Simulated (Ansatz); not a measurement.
## Relaxation path: hcp Zr (0001), 5 layers

DFT, PBE, PAW with Ansatz's default frozen-core files, scalar-relativistic (Ansatz 0.2.0); a Γ-centred 15×15×1 k mesh, Fermi–Dirac smearing of 0.08 eV, no spin polarisation. The run relaxes the atoms in the fixed cell.

Command: `ansatz run input.yaml --threads 2 --pin off --max-ram 4096MiB --backend cpu --events-out ev --progress --plain --runs-dir out` It took 50 s on 2 threads of Intel(R) Xeon(R) Platinum 8375C CPU @ 2.90GHz (Ice Lake) (shared host), peak memory 0.63 GiB.

```yaml
crystal:
  lattice:
    - [3.2310992957, 0.0, 0.0]
    - [-1.6155496478, 2.7982140722, 0.0]
    - [0.0, 0.0, 26.3503]
  atoms:
    - { symbol: Zr, position: [0.0, 0.0, 0.3036023948] }
    - { symbol: Zr, position: [0.333333334, 0.666666666, 0.4018011975] }
    - { symbol: Zr, position: [0.0, 0.0, 0.4999999997] }
    - { symbol: Zr, position: [0.333333334, 0.666666666, 0.5981988025] }
    - { symbol: Zr, position: [0.0, 0.0, 0.6963976052] }
kpoints:
  mp_grid: { grid: [15, 15, 1] }
scf:
  occupations: { method: fermi_dirac, width: 0.08 }
hamiltonian:
  xc: pbe
  pseudopotentials: { kind: paw }
output:
  forces: true
  stress: true
  eigenvalues: true
relax:
  f_tol: 0.01
  max_steps: 40
efield:
  axis: 3
  amplitude: 0
  dipole_correction: true
```

Each step lists its free energy a cell above the last geometry, and Cartesian positions (Å) with forces (eV/Å).

The first step:

```
step 1  dF = 101.48 meV
  Zr 0.0000 0.0000 8.0000   0.0000 0.0000 0.5168
  Zr 0.0000 1.8655 10.5876   0.0000 0.0000 -0.6192
  Zr 0.0000 0.0000 13.1752   0.0000 0.0000 0.0000
  Zr 0.0000 1.8655 15.7627   0.0000 0.0000 0.6192
  Zr 0.0000 0.0000 18.3503   0.0000 0.0000 -0.5168
```

Task: Where does the relaxation end, and by which steps?

Result: After 4 geometries, with a shortest distance of 3.058 Å. The further steps:
```
step 2  dF = 66.29 meV
  Zr 0.0000 0.0000 8.1925   0.0000 0.0000 -0.6093
  Zr 0.0000 1.8655 10.5032   0.0000 0.0000 0.6640
  Zr 0.0000 0.0000 13.1751   0.0000 0.0000 0.0000
  Zr 0.0000 1.8655 15.8471   0.0000 0.0000 -0.6640
  Zr 0.0000 0.0000 18.1578   0.0000 0.0000 0.6093
step 3  dF = 1.65 meV
  Zr 0.0000 0.0000 8.0935   0.0000 0.0000 0.0846
  Zr 0.0000 1.8655 10.5365   0.0000 0.0000 -0.0873
  Zr 0.0000 0.0000 13.1751   0.0000 0.0000 0.0000
  Zr 0.0000 1.8655 15.8138   0.0000 0.0000 0.0872
  Zr 0.0000 0.0000 18.2568   0.0000 0.0000 -0.0846
step 4  dF = 0.00 meV
  Zr 0.0000 0.0000 8.1094   0.0000 0.0000 -0.0042
  Zr 0.0000 1.8655 10.5321   0.0000 0.0000 0.0070
  Zr 0.0000 0.0000 13.1752   0.0000 0.0000 0.0000
  Zr 0.0000 1.8655 15.8182   0.0000 0.0000 -0.0070
  Zr 0.0000 0.0000 18.2409   0.0000 0.0000 0.0042
step 5  dF = 0.00 meV  (same geometry, solved once more)
  Zr 0.0000 0.0000 8.1094   0.0000 0.0000 -0.0041
  Zr 0.0000 1.8655 10.5321   0.0000 0.0000 0.0069
  Zr 0.0000 0.0000 13.1752   0.0000 0.0000 0.0000
  Zr 0.0000 1.8655 15.8182   0.0000 0.0000 -0.0069
  Zr 0.0000 0.0000 18.2409   0.0000 0.0000 0.0041
```
